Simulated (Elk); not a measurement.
The cell is the one relaxed in the Materials Project (mp-153), not relaxed further here; entries there can be hypothetical.

A run on Mg: DFT, PBE, all-electron APW+lo, Dirac cores, scalar-relativistic bands (Elk 11.2.3 with local patches). The input:

```
tasks
  0
  110
  115

xctype
  20

rgkmax
  8.0

gmaxvr
  16.0

lmaxapw
  10

lmaxo
  7

lmaxi
  3

nrmtscf
  2.0

nempty
  8

epspot
  1e-06

epsengy
  1e-05

maxscl
  6

hmaxvr
  6.0

lradstp
  4

swidth
  0.002

tforce
  .true.

sppath
  './'

avec
  5.99425527199 0.00000000000 0.00000000000
  -2.99712763600 5.19117734232 0.00000000000
  0.00000000000 0.00000000000 9.71546921158

atoms
  1
  'Mg.in'
  2
  0.333333333333 0.666666666667 0.250000000000   0.000 0.000 0.000
  0.666666666667 0.333333333333 0.750000000000   0.000 0.000 0.000

ngridk
  12 12 7
```

Sphere radii set in the species files: Mg 2.20 bohr.

Total energy and RMS change of the potential by loop:

```
loop       E (Ha)  RMS ΔV (Ha)
   1  -400.766530            –
   2  -400.940251     7.86e-01
   3  -400.832747     4.13e-01
   4  -400.734737     1.56e-01
   5  -400.690826     4.81e-02
   6  -400.676288            –
```

Task: Did this run give a result to trust?

Result: No. The loop stopped after 6 iterations without meeting its targets: maxscl = 6 allows too few loops, and the change of the potential was still falling.
